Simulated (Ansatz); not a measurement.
Input:

SiBCN:
```xyz
4
Lattice="1.4151 0.8170 4.6419 -1.4151 0.8170 4.6419 0.0000 -1.6341 4.6419" Properties=species:S:1:pos:R:3 pbc="T T T"
B      0.0000     0.0000    13.8467
N      0.0000     0.0000     1.6535
Si     0.0000     0.0000     7.0216
C      0.0000     0.0000     8.8117
```

This is the PBEsol-relaxed structure.

Task: All from plane-wave PAW PBEsol (Ansatz code), unless another level is named. Give the Poisson's ratio.

Result: 0.18.

Task: What about the highest zone-centre frequency (without LO–TO term)?

Result: 973 cm⁻¹.

Space group R3m. The start of the workflow was typed in or built on a structure type; neither database checked (COD, Materials Project) lists it. Its standing as an ambient phase is unchecked. Symmetry was held in the PBEsol relaxation; whether a distortion lowers the energy is not shown. The volume moved by -19 % from the start of the relaxation.

Potentials: the earlier of the program's two PAW sets. The files were generated under PBE; for other functionals the program regenerates the frozen cores, and for LDA and PBEsol the local potential too.
